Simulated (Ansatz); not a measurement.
The relaxed structure here is a generated cell of B: the first start was made by placing the elements on the sites of a structure type, and the end was not matched to a known phase here, so it may be hypothetical.

One stationary structure of B. Space group Immm (No. 71). Computed with PBE (plane waves to 420 eV, PAW, scalar-relativistic; Ansatz, an electronic-structure program).

```xyz
2
Lattice="-0.9254 1.4077 2.5729 0.9254 -1.4077 2.5729 0.9254 1.4077 -2.5729" Properties=species:S:1:pos:R:3 pbc="T T T"
B      0.0000     0.0000     4.2839
B      0.0000     0.0000     0.8619
```

```json
{
 "volume_per_atom": "6.70 Å³",
 "band_gap": "no gap (metallic)",
 "shortest_distances": "B–B 1.72 Å",
 "k-mesh": "24×24×24"
}
```

No spin polarisation in the result.

The run could not lose the symmetry of its start, so the end can be a saddle point.

It was reached from a disturbed copy of a Cmmm (No. 65) cell, against which it lies -0.61 eV/atom.
